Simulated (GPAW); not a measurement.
# Moving the Hubbard U on Cr d in CsLiCr2Te2S3

```cif
data_structure
_symmetry_space_group_name_H-M 'P 1'
_symmetry_Int_Tables_number 1
_cell_length_a 7.8754
_cell_length_b 7.8754
_cell_length_c 7.8754
_cell_angle_alpha 49.855
_cell_angle_beta 49.855
_cell_angle_gamma 49.855
_cell_volume 262.58
loop_
_atom_site_label
_atom_site_type_symbol
_atom_site_fract_x
_atom_site_fract_y
_atom_site_fract_z
_atom_site_occupancy
Cs1 Cs 0.00000 0.00000 0.00000 1
Li1 Li 0.50000 0.50000 0.50000 1
Cr1 Cr 0.79848 0.79848 0.79848 1
Cr2 Cr 0.20152 0.20152 0.20152 1
Te1 Te 0.67990 0.67990 0.67990 1
Te2 Te 0.32010 0.32010 0.32010 1
S1 S 0.13626 0.86374 0.50000 1
S2 S 0.50000 0.13626 0.86374 1
S3 S 0.86374 0.50000 0.13626 1
```

The cell comes from a database or a generator and needn't be the stable form of this composition.

Kept alike: task band structure; functional PBE; k mesh 4 × 4 × 4; occupations fermi-dirac, width 0.05 eV; collinear spin, ferromagnetic start. Program: GPAW, GPAW PAW data sets (gpaw-data 1.2.1), cutoff 800 eV. The mesh is that of the run's cell of 9 atoms. No spin-orbit coupling.

| Hubbard U on Cr d, U (eV) | pressure (GPa) | largest site moment (μB) |
| --- | --- | --- |
| 0 | 0.19 | 2.24 |
| 2 | 2.22 | 2.82 |
| 3 | 3.18 | 3.04 |
| 4 | 4.03 | 3.21 |

Pressure is positive in compression; the values hold the error of the finite cutoff, so their zero can differ a little from the energy's minimum. For a metal such a mesh leaves the last digits unconverged. How U acts hangs on the program's projectors. The runs hold the magnetic state that their start led to, which needn't be the lowest. Site moments count inside each atom's sphere or projector.

The pressure rises from 0.19 to 4.03 GPa between 0 and 4 eV. U localises the shell and weakens its bonds, so the cell pushes outwards. The largest site moment rises from 2.24 to 3.21 μB between 0 and 4 eV. U favours whole occupations of the shell, which as a rule raises the local moment.
